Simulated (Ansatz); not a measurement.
MgO (rock salt, Fm-3m), a = b = c = 4.1941 Å, α = β = γ = 90.00°; the cell used has 2 atoms.

Relaxed with r²SCAN+D4. The program Ansatz at the r²SCAN+D4 level (PAW) gives a gap of 5.76 eV.

**Question.** What gap does HSE06 give on the same cell (Ansatz, PAW)?

**Answer.** 6.62 eV, 0.86 eV more. The hybrid was solved on a coarser mesh and at special points; its gap is the smallest among all of these.

```
k  v1 r²SCAN+D4  c1 r²SCAN+D4    v1 HSE06    c1 HSE06
-  ------------  ------------  ----------  ----------
Γ          0.00          5.76        0.00        6.62
X         -1.38         10.06  (withheld)  (withheld)
L         -0.69          8.91  (withheld)  (withheld)
W         -1.80         12.79  (withheld)  (withheld)
K         -1.18         11.14  (withheld)  (withheld)
```

**Question.** Top valence (v1) and lowest conduction level (c1) in eV from each method's valence maximum (which need not be a listed point): supply the withheld HSE06 values.

**Answer.** 
- X, v1 HSE06: -1.48
- X, c1 HSE06: 10.89
- K, v1 HSE06: -1.26
- K, c1 HSE06: 12.02
- W, v1 HSE06: -1.91
- W, c1 HSE06: 13.77
- L, v1 HSE06: -0.73
- L, c1 HSE06: 9.79

Cost on shared cores: the r²SCAN+D4 run (SCF on a 11×11×11 mesh, then bands and DOS) about 7 core-seconds (a rough figure), the HSE06 run (SCF on 8×8×8, then a few points) very roughly 40 core-seconds; the tasks are unlike.

The cell was relaxed with r²SCAN+D4 under the symmetry of its start. The volume moved by -41 % from the start of the relaxation.

Potentials: the later of the program's two PAW sets.
